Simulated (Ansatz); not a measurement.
Zn:
```yaml
crystal:
  lattice:
    - [0.00000, 1.89018, 1.89018]
    - [1.89018, 0.00000, 1.89018]
    - [1.89018, 1.89018, 0.00000]
  atoms:
    - { symbol: Zn, position: [0.00000, 0.00000, 0.00000] }
```

Relaxed with LDA. Special points in fractions of this cell's reciprocal vectors: Γ (0.000, 0.000, 0.000); X (0.500, 0.000, 0.500); U (0.625, 0.250, 0.625); K (0.375, 0.375, 0.750); L (0.500, 0.500, 0.500); W (0.500, 0.250, 0.750).

### Question
List the band energies nearest the Fermi level at these points for LDA in the plane-wave PAW code Ansatz.

### Answer
In eV from the Fermi level; about four levels below and three above (degenerate sets whole), none deeper than 8.9 eV; … stands for higher levels left out; points with the same levels are listed once.

```json
[
 {"k": "Γ", "below": "-7.93 -7.93 -7.93 -7.45 -7.45", "above": "19.52 …"},
 {"k": "X", "below": "-7.12 -7.01 -7.01 -1.25", "above": "2.19 …"},
 {"k": "U", "below": "-8.34 -7.58 -7.34 -7.13", "above": "0.75 1.78 …"},
 {"k": "L", "below": "-7.10 -7.10 -3.33 -1.17", "above": "…"},
 {"k": "W", "below": "-8.07 -8.07 -7.43 -7.01", "above": "2.39 2.39 …"}
]
```

Space group Fm-3m (fcc (Cu type)). The first step of the workflow began from a Materials Project structure, measured or hypothetical; the Crystallography Open Database copy checked does not list it. It is not the phase usual at ambient conditions (space group No. 194). The LDA relaxation kept the symmetry of its start. At this level the phase is mechanically unstable.

Potentials: the later of the program's two PAW sets.
